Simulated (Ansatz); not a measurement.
**Question.** Name crystals whose computed values (plane-wave PAW PBEsol (Ansatz code)) fall in these windows: Θ_D (K) 190 to 250; G_Hill (GPa) 15 to 22; B₀ by P(V) fit (GPa) 19 to 27.

**Answer.** 

```csv
crystal,Θ_D (K),G_Hill (GPa),B₀ by P(V) fit (GPa)
"Se, trigonal Se type",215,19.3,22.8
```
Others may fit too.

Weakly bound layers, chains or molecules computed without a dispersion correction, so cells and soft constants are ill determined: Se, trigonal Se type. The cell was relaxed under the symmetry of its start. Scalar-relativistic: spin–orbit coupling is off unless named, which matters more the heavier the elements.

Potentials: the later of the program's two PAW sets.
